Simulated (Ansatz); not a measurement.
Relaxed SnO (litharge type, space group P4/nmm):

```
CELL_PARAMETERS angstrom
      3.79274     0.00000     0.00000
      0.00000     3.79274     0.00000
      0.00000     0.00000     4.76440
ATOMIC_POSITIONS crystal
  Sn 0.50000 0.00000 0.24062
  Sn 0.00000 0.50000 0.75938
  O  0.00000 0.00000 0.00000
  O  0.50000 0.50000 0.00000
```

Calculation: r2SCAN+rVV10 (plane waves to 500 eV, PAW, scalar-relativistic; Ansatz, a program for electronic structure). k mesh 7×7×6 (Γ-centred), Fermi-Dirac smearing 0.05 eV. With partly filled bands, energies and forces of such displacements shift with the k mesh and the smearing. At this level the bands of SnO touch or barely overlap; measurements give the solid a gap. SnO was relaxed with its symmetry unable to fall. The PAW data are Ansatz's earlier set.

One atom of the cell was then moved (with its periodic images), all else fixed, and the forces (eV/Å) came out as:

```csv
atom,Fx,Fy,Fz
Sn1,0.228,0.228,0.043
Sn2,-0.978,-0.978,-0.693
O3,0.174,0.576,0.325
O4,0.576,0.174,0.325
```

Q: Which atom was moved, and by which vector (Å)?

A: Sn2, by (0.19, 0.19, 0.00), 0.26 Å in all.

(For displaced atoms, the force is minus the slope of the energy, and its curvature is a force constant, which sets phonon frequencies.)
